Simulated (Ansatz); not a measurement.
AlN:
```xyz
4
Lattice="3.2757 0.0000 0.0000 -1.6379 2.8369 0.0000 0.0000 0.0000 4.1018" Properties=species:S:1:pos:R:3 pbc="T T T"
Al     0.0000     1.8912     3.0763
Al     1.6379     0.9456     1.0254
N      0.0000     1.8912     1.0254
N      1.6379     0.9456     3.0763
```

x, y and z are the axes in which the lattice vectors are written.

Give the high-frequency dielectric tensor and the Born effective charge tensors of the independent atoms from DFPT, LDA in the plane-wave PAW code Ansatz.


ε∞:
```
4.44  0.00  0.00
0.00  4.44  0.00
0.00  0.00  4.84
```
Z* of atom 1 (Al), rows: field, columns: displacement, in e:
```
2.53  0.00  0.00
0.00  2.53  0.00
0.00  0.00  3.11
```
Z* of atom 3 (N), rows: field, columns: displacement, in e:
```
-2.53   0.00   0.00
 0.00  -2.53   0.00
 0.00   0.00  -3.11
```

Space group P6_3/mmc. The workflow started from a Materials Project entry (that database holds measured and hypothetical structures alike); the Crystallography Open Database copy checked does not list it. It is not the phase usual at ambient conditions (space group No. 186, 216). Symmetry was held in the LDA relaxation; its stability against distortions is not shown here.

Potentials: the later of the program's two PAW sets.
